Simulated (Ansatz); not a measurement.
## Formation energy of LuPd

```
CELL_PARAMETERS angstrom
3.38979 0.00000 0.00000
0.00000 3.38979 0.00000
0.00000 0.00000 3.38979
ATOMIC_POSITIONS crystal
Lu 0.00000 0.00000 0.00000
Pd 0.50000 0.50000 0.50000
```

The cell comes from a relaxation on PAW files under the same functional, begun from a database entry that needn't be the ground state.

Level of theory: DFT with PBEsol, scalar-relativistic, in Ansatz 0.2.0; a Γ-centred 12×12×12 k mesh, Fermi–Dirac smearing of 0.05 eV, no spin polarisation. LAPW: all electrons, basis error target 0.5 meV/atom; PAW: frozen-core files, cutoff 420 eV.

The elements are taken as Lu hcp, Pd fcc, each relaxed on PAW files under the same functional and computed by the same method as the compound; zero-point and thermal terms are left out.

Spin–orbit coupling is left out, which matters for the heavy atoms. The PAW files were made under PBE.

(1) What is the formation energy by LAPW, and how far do the other methods lie from it?

(2) Give the LAPW value for one formula unit in kJ/mol.

Answers

(1) -0.909 eV/atom; PAW -0.1 meV/atom. The compound is bound against these elements; other compounds of the system weren't compared.

(2) -0.909 eV/atom × 2 atoms × 96.485 kJ/(mol·eV) = -175.4 kJ/mol, at zero temperature and without zero-point motion.
